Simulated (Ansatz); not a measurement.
**A Pb vacancy in cubic perovskite CsPbBr3, 39 atoms, charge +1**

Theory: DFT, PBEsol, PAW, plane waves (Ansatz 0.2.0).

Command:

```sh
ansatz run in.yaml --threads 4 --pin off --max-ram 61750MiB --runs-dir r --events-out ev --progress --plain --backend cuda --devices 0, --max-vram 37GiB
```

The input less its lattice and atoms (starting moments on atoms near the defect: 1 μB in all):

```yaml
crystal:
  symmetry: { detect: false }
kpoints:
  mp_grid: { grid: [1, 1, 1], shift: [0.25, 0.25, 0.25] }
hamiltonian:
  xc: pbesol
total_charge: 1
magnetization:
  spin_polarized: true
  initial_magnetization: 1
  spin_locking: { lock_magnetization: hard }
scf:
  occupations: { method: fermi_dirac, width: 0.01 }
relax:
  f_tol: 0.03
  max_steps: 80
  escape_saddle: false
  adjacent_minimum: "off"
output:
  forces: true
  eigenvalues: true
  populations: true
  charged_corrections: { epsilon: 20 }
```

Start:

```xyz
39
Lattice="11.7633 0.0000 0.0000 0.0000 11.7633 0.0000 0.0000 0.0000 11.7633" Properties=species:S:1:pos:R:3 pbc="T T T"
Cs    0.0120   11.7410   11.7372
Cs    0.0081   11.7509    5.8645
Cs   11.7513    5.8876    0.0057
Cs    0.0023    5.8565    5.9220
Cs    5.8868    0.0378    0.0217
Cs    5.8721   11.7473    5.9075
Cs    5.8768    5.9067   11.7521
Cs    5.8770    5.8874    5.8902
Pb    2.9547    2.9348    8.7981
Pb    2.9300    8.8587    2.9397
Pb    2.9595    8.7928    8.8274
Pb    8.8322    2.9618    2.9316
Pb    8.8394    2.9451    8.8451
Pb    8.7978    8.7851    2.9501
Pb    8.8115    8.8273    8.8193
Br    2.9566    2.9667   11.7122
Br    2.9722    2.9614    5.8720
Br    2.9633    8.8194   11.7312
Br    2.9465    8.8383    5.8953
Br    8.8330    2.9362    0.0114
Br    8.8449    2.9045    5.8586
Br    8.8287    8.8332    0.0048
Br    8.8293    8.8114    5.9313
Br    0.0147    2.9400    2.9961
Br    0.0174    2.9211    8.8053
Br    0.0067    8.8256    2.9443
Br    0.0444    8.8165    8.8438
Br    5.8560    2.9779    2.9719
Br    5.8839    2.9261    8.8538
Br    5.8828    8.8489    2.9158
Br    5.8514    8.7991    8.8144
Br    2.9663    0.0086    2.9337
Br    2.9663   11.7626    8.8077
Br    2.9343    5.8946    2.9215
Br    2.9613    5.8891    8.8054
Br    8.8005    0.0069    2.9464
Br    8.8206   11.7540    8.8352
Br    8.8429    5.9284    2.9484
Br    8.7881    5.8614    8.8112
```

Steps:

```
 step  energy less the first (eV)  largest force component (eV/Å)
start                       0.000                           0.604
    1                      -0.271                           0.368
    2                      -0.350                           0.219
    3                      -0.376                           0.024
    4                      -0.376                           0.024
    5                      -0.385                           0.018
    6                      -0.398                           0.015
```

A structure on the way, about -0.38 eV from the start:

```xyz
39
Lattice="11.7633 0.0000 0.0000 0.0000 11.7633 0.0000 0.0000 0.0000 11.7633" Properties=species:S:1:pos:R:3 pbc="T T T"
Cs    0.0525    0.0257    0.0247
Cs    0.0577    0.0638    5.7923
Cs    0.0678    5.8279    0.0809
Cs    0.0724    5.7920    5.8385
Cs    5.8178    0.0980    0.0919
Cs    5.8135    0.0625    5.8360
Cs    5.8061    5.8417    0.0577
Cs    5.8213    5.8235    5.8355
Pb    2.9481    2.9342    8.8209
Pb    2.9396    8.8294    2.9387
Pb    2.9444    8.8166    8.8194
Pb    8.8318    2.9345    2.9554
Pb    8.8286    2.9409    8.8368
Pb    8.8198    8.8140    2.9363
Pb    8.8248    8.8222    8.8172
Br    2.9137    2.9440   11.6182
Br    2.9766    2.9757    6.0218
Br    2.9556    8.7984    0.0159
Br    2.9434    8.8627    5.8498
Br    8.8214    2.9484    0.0358
Br    8.8596    2.9202    5.8721
Br    8.8463    8.8260    0.0157
Br    8.8246    8.8140    5.8690
Br   11.6325    2.9140    2.9638
Br    0.0293    2.9395    8.7762
Br    0.0299    8.8158    2.9359
Br    0.0146    8.8234    8.8477
Br    6.0291    3.0049    2.9853
Br    5.8633    2.9241    8.8667
Br    5.8670    8.8617    2.9286
Br    5.8746    8.7943    8.8000
Br    2.9287   11.6294    2.9038
Br    2.9513    0.0278    8.7879
Br    2.9772    6.0257    2.9394
Br    2.9450    5.8603    8.8321
Br    8.7744    0.0289    2.9441
Br    8.8318    0.0065    8.8466
Br    8.8809    5.8649    2.9477
Br    8.8070    5.8624    8.8078
```

End:

```
Cs Pb Br
1.0
    11.76333    0.00000    0.00000
     0.00000   11.76333    0.00000
     0.00000    0.00000   11.76333
Cs Pb Br
8 7 24
Direct
  0.00920 0.00666 0.00796
  0.01342 0.01531 0.48542
  0.01473 0.48893 0.01543
  0.01159 0.48250 0.48683
  0.48670 0.01657 0.01748
  0.48663 0.01226 0.48667
  0.48462 0.48837 0.01208
  0.49011 0.49010 0.49109
  0.24950 0.25016 0.74972
  0.25106 0.75018 0.24963
  0.25051 0.75032 0.74931
  0.75117 0.25048 0.25040
  0.74956 0.24979 0.75087
  0.75117 0.75034 0.25074
  0.75056 0.74983 0.75060
  0.24316 0.24778 0.98932
  0.25285 0.25361 0.50991
  0.25161 0.74216 0.00134
  0.24968 0.75674 0.49753
  0.74696 0.25145 0.00271
  0.75687 0.24876 0.49888
  0.75335 0.75043 0.00156
  0.75021 0.75048 0.49912
  0.99145 0.24149 0.25019
  0.00162 0.25069 0.73907
  0.00288 0.74617 0.24878
  0.00187 0.75228 0.75430
  0.51123 0.25844 0.25472
  0.49772 0.24933 0.75665
  0.49896 0.75602 0.24919
  0.49920 0.74645 0.74670
  0.24530 0.99048 0.24398
  0.24996 0.00212 0.74458
  0.25692 0.51019 0.25206
  0.24935 0.49813 0.75644
  0.74196 0.00214 0.25078
  0.75336 0.00141 0.75448
  0.76068 0.49822 0.25184
  0.74830 0.49864 0.74657
```

Self-consistency was reached.

Time: 21 s of wall time on one NVIDIA H100 with 4 processor threads, on a host shared with other runs; peak host memory 1.5 GiB.

Question: How much energy did the relaxation gain, and which atom moved most?

Answer: 0.40 eV in 6 steps, from a start with small random displacements (the gain also holds any tilting of the ideal host); atom 4 (Cs) moved 0.30 Å, the median atom 0.07 Å (drift of the whole cell removed).

The moment started at 1 μB and ended at 1.0 μB; no other spin state is shown. The program warned that the state may not be the lowest. The one k point has no symmetry partners, which can distort the end along one axis.
